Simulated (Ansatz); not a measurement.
SnI$_{4}$:
```xyz
5
Lattice="5.8492 0.0000 0.0000 0.0000 5.8492 0.0000 0.0000 0.0000 5.8492" Properties=species:S:1:pos:R:3 pbc="T T T"
Sn     0.0000     0.0000     0.0000
I      1.5460     4.3032     4.3032
I      4.3032     4.3032     1.5460
I      4.3032     1.5460     4.3032
I      1.5460     1.5460     1.5460
```

Relaxed with LDA. LDA in the plane-wave PAW code Ansatz gives a gap of 0.11 eV.

Task: What gap does HSE06 give on the same cell (Ansatz, PAW)?

Result: 1.10 eV, 0.99 eV more. The hybrid was solved on a coarser mesh and at special points; the gap given is the minimum over both.

```json
[
 {"k": "Γ", "v1 LDA": "0.00", "c1 LDA": "0.11", "v1 HSE06": "0.00", "c1 HSE06": "1.10"},
 {"k": "R", "v1 LDA": "-0.10", "c1 LDA": "0.15", "v1 HSE06": "?", "c1 HSE06": "?"},
 {"k": "M", "v1 LDA": "-0.10", "c1 LDA": "2.00", "v1 HSE06": "?", "c1 HSE06": "?"},
 {"k": "X", "v1 LDA": "-0.58", "c1 LDA": "1.90", "v1 HSE06": "?", "c1 HSE06": "?"}
]
```

Task: Top valence (v1) and lowest conduction level (c1) in eV from each method's valence maximum (which need not be a listed point): supply the withheld HSE06 values.

Result: 
- X, v1 HSE06: -0.61
- X, c1 HSE06: 2.97
- M, v1 HSE06: -0.15
- M, c1 HSE06: 3.09
- R, v1 HSE06: -0.14
- R, c1 HSE06: 1.17

Cost on shared cores: the LDA run (SCF on a 5×5×5 mesh, then bands and DOS) around 3.0 core-minutes (rough), the HSE06 run (SCF on 3×3×3, then a few points) roughly 5 core-minutes; the tasks are unlike.

Space group P-43m. The workflow started from a Materials Project entry (that database holds measured and hypothetical structures alike); the Crystallography Open Database files this formula in space group No. 215, but the cells were not matched. Whether it is the stable phase at ambient conditions was not checked. The LDA relaxation kept the symmetry of its start; its stability against distortions is not shown here. A crystal of weakly bound molecules computed without a dispersion correction: the cell and the soft elastic constants depend strongly on that. Spin–orbit coupling is left out wherever it is not named.

Potentials: the later of the program's two PAW sets.
